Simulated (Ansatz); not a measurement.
**Question.** Name crystals whose computed values (plane-wave PAW PBE (Ansatz code)) fall in these windows: electron conductivity mass (mₑ) 0.75 to 1.1; gap (eV) 2.2 to 2.7.

**Answer.** 

```json
[
 {"crystal": "CaZrN2, Pna2_1 (Ca on 4a, Zr on 4a, N on 4a, N on 4a)", "electron conductivity mass (mₑ)": "0.91", "gap (eV)": "2.43"},
 {"crystal": "SnTeO3, R3c (Sn on 6a, Te on 6a, O on 18b)", "electron conductivity mass (mₑ)": "0.96", "gap (eV)": "2.44"}
]
```
Others may fit too.

Typed or built starts, not in the databases checked: CaZrN2, Pna2_1 (Ca on 4a, Zr on 4a, N on 4a, N on 4a); SnTeO3, R3c (Sn on 6a, Te on 6a, O on 18b). All cells were relaxed under the symmetry of their starts (and spin orders); stability against distortions was not tested throughout. Rows with no word on spin ran without spin polarisation. Spin–orbit coupling is left out wherever it is not named.

Potentials: the later of the program's two PAW sets.
